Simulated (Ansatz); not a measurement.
**Response of ZrH to small distortions**

```
CELL_PARAMETERS angstrom
3.24279 0.00000 0.00000
0.00000 3.24279 0.00000
0.00000 0.00000 4.94800
ATOMIC_POSITIONS crystal
Zr 0.00000 0.50000 0.00000
Zr 0.50000 0.00000 0.50000
H 0.00000 0.00000 0.75000
H 0.00000 0.00000 0.25000
```

Atom numbers follow the list: Zr1, Zr2, H3, H4.

The geometry is COD entry 1540981, unchecked; take it as a test cell.

Computed with DFT, PBEsol, all-electron LAPW, scalar-relativistic (Ansatz 0.2.0).

Numerical set-up: a Γ-centred 9×9×6 k mesh, Fermi–Dirac smearing of 0.02 eV, basis error target 0.5 meV/atom, no spin polarisation.

The unchanged cell is at -2.56 GPa.

In a metal, stresses and small energies carry noise from the k mesh.

x, y and z are the Cartesian axes of the cell as listed; fractional coordinates follow a strain, and an engineering shear is twice the off-diagonal strain component.

With equal xy, yz and zx engineering shear strains of -2 %: energy change +3 meV/atom; stress change (xx, yy, zz, yz, xz, xy) 0.05, 0.05, 0.16, 1.73, 1.73, 0.14 GPa, compression positive; change of the force on H3 (0.113, -0.113, 0.000) eV/Å.

With equal xy, yz and zx engineering shear strains of -1 %: energy change under 1 meV/atom; stress change (xx, yy, zz, yz, xz, xy) 0.02, 0.02, 0.03, 0.84, 0.84, 0.07 GPa, compression positive; change of the force on H3 (0.056, -0.056, 0.000) eV/Å.

Task: With this change (equal xy, yz and zx engineering shear strains of +1 %), what becomes of the energy and stress and forces?

Result: Energy change under 1 meV/atom; stress change (xx, yy, zz, yz, xz, xy) 0.02, 0.02, 0.02, -0.80, -0.80, -0.03 GPa, compression positive; change of the force on H3 (-0.055, 0.055, 0.000) eV/Å.

Task: With this change (equal xy, yz and zx engineering shear strains of +2 %), what becomes of the energy and stress and forces?

Result: Energy change +3 meV/atom; stress change (xx, yy, zz, yz, xz, xy) 0.05, 0.05, 0.14, -1.56, -1.56, 0.03 GPa, compression positive; change of the force on H3 (-0.111, 0.111, 0.000) eV/Å.
